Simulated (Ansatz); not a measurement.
# Computed properties of SrBiIO2

SrBiIO2:
```
CELL_PARAMETERS angstrom
      2.94629    -6.90602     0.00000
      2.94629     6.90602     0.00000
      0.00000     0.00000     5.73894
ATOMIC_POSITIONS crystal
  Sr 0.90803 0.09197 0.75000
  Sr 0.09197 0.90803 0.25000
  Bi 0.57231 0.42769 0.75000
  Bi 0.42769 0.57231 0.25000
  I  0.24358 0.75642 0.75000
  I  0.75642 0.24358 0.25000
  O  0.27139 0.27139 0.00000
  O  0.72861 0.72861 0.00000
  O  0.72861 0.72861 0.50000
  O  0.27139 0.27139 0.50000
```

Space group Cmcm (No. 63); conventional cell a = 5.893 Å, b = 13.812 Å, c = 5.739 Å, α = β = γ = 90.00°.

Method: the program Ansatz at the HSE06 level (PAW). The cell and atoms are relaxed at this level. Other levels are named where they apply.

### Cell and energy

Volume per atom: 23.35 Å³
Density: 6.48 g/cm³

### Electronic structure

- Band gap = 3.91 eV (indirect)
- Valence-band maximum = at Σ0 (k = -0.296, 0.704, 0.000 in fractions of the reciprocal vectors)
- Conduction-band minimum = at Y (k = -0.500, -0.500, 0.000 in fractions of the reciprocal vectors)
- Smallest direct gap on the standard path = 4.31 eV

The workflow started from a Materials Project entry (that database holds measured and hypothetical structures alike); the Crystallography Open Database files this formula in space group No. 63, but the cells were not matched. Its standing as an ambient phase is unchecked. The cell was relaxed with HSE06 under the symmetry of its start; whether a distortion lowers the energy is not shown. The hybrid was solved on a coarse mesh, the path and, where they were found, the r²SCAN edge points; its band edges are the extreme levels among these. Scalar-relativistic: spin–orbit coupling is off unless named, which matters more the heavier the elements.

Potentials: the later of the program's two PAW sets.
